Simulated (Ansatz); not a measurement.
Input:

BeNi:
```
CELL_PARAMETERS angstrom
      2.55463     0.00000     0.00000
      0.00000     2.55463     0.00000
      0.00000     0.00000     2.55463
ATOMIC_POSITIONS crystal
  Be 0.00000 0.00000 0.00000
  Ni 0.50000 0.50000 0.50000
```

This is the LDA-relaxed structure.

Q: All from DFT-LDA in the program Ansatz with PAW potentials, unless another level is named. Predict the bulk modulus (Birch–Murnaghan fit).

A: 214 GPa.

Q: What about the highest zone-centre frequency?

A: 508 cm⁻¹.

Q: Predict the elastic constants (relaxed ions, GPa).

A: C11 = 265, C12 = 188, C44 = 156.

Space group Pm-3m (CsCl type). The workflow started from a Materials Project entry (that database holds measured and hypothetical structures alike); the Crystallography Open Database copy checked does not list it. With Be and Ni taken as one species the cell has the higher symmetry Im-3m, so it may be an ordered model of a mixed-site phase. Whether it is the stable phase at ambient conditions was not checked. The LDA relaxation kept the symmetry of its start; of distortions, only those at the zone centre were tested. No spin polarisation was allowed. As this level gives no gap, shear constants depend on the k-mesh and smearing (Fermi–Dirac, 0.1 eV here). As this level gives no gap, phonon frequencies hold no LO–TO term and depend on the k-mesh and smearing (Fermi–Dirac, 0.1 eV here).

Potentials: the later of the program's two PAW sets.
